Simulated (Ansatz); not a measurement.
KBr (rock salt)

```
CELL_PARAMETERS angstrom
      0.00000     3.30442     3.30442
      3.30442     0.00000     3.30442
      3.30442     3.30442     0.00000
ATOMIC_POSITIONS crystal
  K  0.00000 0.00000 0.00000
  Br 0.50000 0.50000 0.50000
```

Grid over V/V₀ and (c/a)/(c/a)₀, subscript 0 meaning the relaxed cell; the conventional c axis lies along z; no internal relaxation.

The numbers are results of r2SCAN (plane waves to 500 eV, PAW, scalar-relativistic; Ansatz, a first-principles code), not measurements. k mesh 9×9×9 (Γ-centred), Fermi-Dirac smearing 0.05 eV. Stress and pressure are positive under compression. KBr was relaxed with its symmetry unable to fall.

At one point of the scan the stress tensor (GPa) is:

```
   0.72     0.00     0.00
   0.00     0.72     0.00
   0.00     0.00     0.72
```

Q: Which point is it?
A. V/V₀ = 1.000, (c/a)/(c/a)₀ = 0.960
B. V/V₀ = 1.000, (c/a)/(c/a)₀ = 1.020
C. V/V₀ = 0.960, (c/a)/(c/a)₀ = 1.000
D. V/V₀ = 0.960, (c/a)/(c/a)₀ = 0.960

A: C, V/V₀ = 0.960, (c/a)/(c/a)₀ = 1.000

(Under strain, the slope of the energy per volume gives the stress and its curvature an elastic modulus.)
